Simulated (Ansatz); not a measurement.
Ansatz input

```yaml
crystal:
  lattice:
    - [4.348104492, 0.0, 0.0]
    - [-2.174052246, 3.7655689484, 0.0]
    - [0.0, 0.0, 2.6838204839]
  atoms:
    - { symbol: Ir, position: [0.0, 0.0, 0.0], spin: 1.0 }
    - { symbol: Ir, position: [0.3333333333, 0.6666666667, 0.5], spin: 1.0 }
    - { symbol: Ir, position: [0.6666666667, 0.3333333333, 0.5], spin: 1.0 }
hamiltonian:
  xc: mr2scan
  pseudopotentials:
    kind: paw
    azcp:
      Ir: "pseudopotentials/Ir.paw.azcp"
basis:
  ecutwfc: 500
  fft_grid_basis: typed
kpoints:
  mp_grid: { grid: [11, 11, 15], shift: [0, 0, 0] }
magnetization:
  spin_polarized: true
scf:
  occupations: { method: fermi_dirac, width: 0.05 }
```

Terminal output

```
Engine: ansatz 0.2.0, aarch64-unknown-linux-gnu
Pseudopotentials: kind: paw
Pseudopotential: Ir, paw, valence charge 17, recommended cutoff 500 eV (meta_gga) 
Functional definition: m-r2SCAN
  exchange = m_r2scan_x
  correlation = m_r2scan_c
Crystal: 3 atoms, lattice volume = 43.942 Å³
Basis set: ecut = 500 eV, 1119 PW (Γ), exchange–correlation on 128×128×80 points (64 copies of the dense FFT grid, shifted against one another)
Bands: 33, of which v1, the nominal top of the filled ones, is band 26 counted from 1 (25 counted from 0)
Symmetry: 24 space group operations
Space group: P6/mmm (ITA 191), of the structure as read, at distance tolerance 3.5e-5 Å
Magnetic group: BNS 191.233 (UNI 1463), of the structure as read, at distance tolerance 3.5e-5 Å
k-points: 128 of 1815
Non-local potential: Ir, projectors of the file, l = 0: 3, l = 1: 2, l = 2: 2, l = 3: 1
PAW form: soft (Blöchl's): semilocal exchange-correlation on the pseudo side does not see the compensation charge
PAW frozen core: Ir, regenerated for the run's functional (the file was generated under x = pbe(κ = 0.804, μ = 0.2195149727645171), c = pbe(β = 0.06672455060314922))
PAW one-centre angular grid: Ir, 590 points (default); XC on 160 Gauss nodes
Initial density: superposition of atomic densities (chi_scale 0.1, normalization cell)
Starting moments: Σ|m| = 3 μB on 3 of 3 sites
Initial wavefunctions: pseudopotential atomic-orbital guess
Functional: x = mr2scan, c = mr2scan; τ floored in thin density (d = 2e-4 eV/Å³)
iter 1 solved again at ethr=1.08e-3 eV; its pass at ethr=3.10e-3 eV (dr2=5.51e-1 eV) is discarded
SCF iter   1: F=—  HF=-35844.385595 eV  |F-HF|=—  |Δ(HF+E_count)|=         —  Δρ=3.28e-2 (↑3.28e-2 ↓2.19e-2)  dr2=6.91e-1  dr2_τ=2.52e-2  dr2_m=1.05e-1  M=1.946 μB ∫|m|=1.947 μB  β_m=0.85  ethr=1.08e-3  ⟨swp⟩=2.0  Hψ=45143  notcnv=0
Mixer restart at iter 1: flushing history
SCF iter   2: F=—  HF=-35844.362645 eV  |F-HF|=—  |Δ(HF+E_count)|=   2.29e-2  Δρ=1.66e-2 (↑1.66e-2 ↓1.30e-2)  dr2=2.16e-1  dr2_τ=6.96e-3  dr2_m=9.27e-3  M=1.765 μB ∫|m|=1.774 μB  β_m=1.00  ethr=1.08e-3  ⟨swp⟩=2.1  Hψ=13804  notcnv=0  defer=11  κ⁻¹=1.0e0(r=1)
SCF iter   3: F=—  HF=-35845.352805 eV  |F-HF|=—  |Δ(HF+E_count)|=         —  Δρ=4.79e-2 (↑4.79e-2 ↓4.08e-2)  dr2=8.29e-2  dr2_τ=1.41e-1  dr2_m=7.64e-1  M=-0.531 μB ∫|m|=0.531 μB  β_m=1.00  ethr=4.24e-4  ⟨swp⟩=2.5  Hψ=14842  notcnv=0  defer=276
Mixer restart at iter 3: flushing history
SCF iter   4: F=—  HF=-35845.137945 eV  |F-HF|=—  |Δ(HF+E_count)|=   2.15e-1  Δρ=1.50e-2 (↑1.50e-2 ↓6.08e-3)  dr2=1.65e-1  dr2_τ=1.01e-2  dr2_m=1.58e-2  M=-0.195 μB ∫|m|=0.195 μB  β_m=0.47  ethr=9.80e-5  ⟨swp⟩=2.2  Hψ=16335  notcnv=0  defer=276
SCF iter   5: F=—  HF=-35845.103380 eV  |F-HF|=—  |Δ(HF+E_count)|=   3.46e-2  Δρ=8.01e-3 (↑8.01e-3 ↓2.94e-3)  dr2=2.80e-2  dr2_τ=1.28e-3  dr2_m=8.29e-3  M=-0.134 μB ∫|m|=0.134 μB  β_m=0.46  ethr=9.80e-5  ⟨swp⟩=2.0  Hψ=15414  notcnv=0  defer=246  κ⁻¹=1.0e0(r=1)
...
SCF iter  29: F=—  HF=-35845.114532 eV  |F-HF|=—  |Δ(HF+E_count)|=  2.18e-11  Δρ=6.46e-7 (↑4.84e-7 ↓6.46e-7)  dr2=1.51e-10  dr2_τ=2.33e-11  dr2_m=1.15e-10  M=-0.000 μB ∫|m|=0.000 μB  β_m=1.00  ethr=1.00e-12  ⟨swp⟩=1.0  Hψ=9472  notcnv=0  κ⁻¹=1.6e-4(r=8)
SCF iter  30: F=—  HF=-35845.114532 eV  |F-HF|=—  |Δ(HF+E_count)|=  3.78e-10  Δρ=9.20e-7 (↑9.20e-7 ↓8.92e-7)  dr2=1.31e-12  dr2_τ=6.08e-11  dr2_m=3.30e-10  M=-0.000 μB ∫|m|=0.000 μB  β_m=1.00  ethr=1.00e-12  ⟨swp⟩=2.0  Hψ=15221  notcnv=0  κ⁻¹=7.6e-5(r=8)
SCF iter  31: F=-35845.114532 eV  HF=-35845.114532 eV  |F-HF|=1.96e-10  |Δ(HF+E_count)|=  6.55e-11  Δρ=9.00e-7 (↑9.00e-7 ↓8.24e-7)  dr2=1.75e-11  dr2_τ=5.49e-11  dr2_m=2.98e-10  M=-0.000 μB ∫|m|=0.000 μB  β_m=1.00  ethr=1.00e-12  ⟨swp⟩=1.0  Hψ=9482  notcnv=0  κ⁻¹=6.0e-5(r=8)
SCF iter  32: F=-35845.114532 eV  HF=-35845.114532 eV  |F-HF|=0.00e0  |Δ(HF+E_count)|=  4.51e-10  Δρ=3.98e-7 (↑2.77e-7 ↓3.98e-7)  dr2=5.17e-11  dr2_τ=8.38e-12  dr2_m=4.22e-11  M=-0.000 μB ∫|m|=0.000 μB  ethr=1.00e-12  ⟨swp⟩=2.0  Hψ=15238  notcnv=0
SCF 1 converged in 32 iterations: F = -35845.114532 eV  dr2 = 5.17e-11
WARN: the starting moments were not kept: the SCF closed with an absolute magnetisation of 3.5e-5 μB, where they sum to 3 μB in size (3 sites). That is at most 0.1 of that sum. Measured as dr2_m measures the in/out step, that magnetisation stands 2.2e-10 eV from none, at or under the dr2_threshold of 1.0e-7 eV: it is no larger than a step whose dr2_m would equal this threshold. The system may hold no moment; this SCF shows only that its start led to no more than that. To try another start: raise the starting moments (crystal.atoms[].spin, magnetization.per_species, magnetization.initial_magnetization, or on a non-collinear deck that types none of these the spinor_matrix: blocks that start its atoms; where the total moment is fixed, keep their sum and leave initial_magnetization as it is; typed ones take the place of any that the run laid by itself, positive ones on a crystal's lanthanoids without a Hubbard term where scf.initial_density.shell_occupations: [] is typed) or, if the notice of its spin-set hold's release reads "site moments contracting" or "site moments show no strong build", lengthen the hold (scf.mixing.spin_hold: { on: { confirm: 4 } }; for m-r²SCAN on two components see the key's manual first). Each may lead to a state that holds a moment. A second SCF, from the converged charge density, with the starting moments and any scf.initial_density.shell_occupations laid on it anew, would have followed, and was not run: the deck does not ask for one (magnetization.retry_lost_moments is false, the default). To let it run, set magnetization.retry_lost_moments: true and run the deck again, where that key's refused combinations let it; where memory then withholds it, that run's warning says so.
this state was not tested for a lower state beside it, because the mixer in use, unlike msr1, does not test its closes by its own steps (another_mixer; see scf.mixing.algorithm and scf.lower_state_search)
SCF converged after 32 iterations
Magnetization: -0.0000 μB (25.5000 up, 25.5000 down)
Absolute magnetization: 0.0000 μB (∫|ρ↑−ρ↓|, with the PAW one-centre terms)
Spin contamination: 0.0000 ħ² per cell (⟨S²⟩ above its minimum at these occupations)
Per-site moments (μB) at R_I (Å): [(-1.646446500463341e-5, 1.1070759496087499), (-8.022556042215424e-6, 1.0355314608074193), (-8.022556042180133e-6, 1.0355314608074193)]
Free energy (F): -35845.114532 eV
Harris-Foulkes:  -35845.114532 eV  (|F-HF|=0.00e0)
Internal energy: -35845.076235 eV  (E = F + TS)
E sigma→0 (E₀):  -35845.095384 eV
Entropy (-TS):   -0.038297 eV (-12.766 meV/atom)
Fermi energy:    24.463290 eV
--- Per-component energies (eV) ---
  E_band       = -348.403596
  E_kinetic    = 1869.803567
  E_local      = -3348.416845  (includes V_loc(G=0)·N_el)
  E_nonlocal   = 223.026921
  E_hartree    = 1281.929583
  E_xc         = -765.304300
  E_vxc        = -999.135032  (∫ρ·V_xc dr)
  E_paw        = -27749.516985  (= ΣΔE_a)
  E_vpaw       = -719.636203  (= ΣTr[D̂ρ^β])
  E_aug_tail   = -0.000048  (compensation charges beyond the density's cutoff)
  E_vtau       = 62.094873  (kinetic-family band-sum trace: ∫τ·v_τ [+ j·A + Jᵃ·Aᵃ] dr)
  E_ewald      = -7355.647447
  E_core_change = -0.950681  (= ΣΔE_core)
  E_smearing   = -0.038297  (= −TS)
  E_closure    = 0.000000  (closes the sum)
  Σ components = -35845.114532   (vs F -35845.114532, Δ=0.00e0)
```
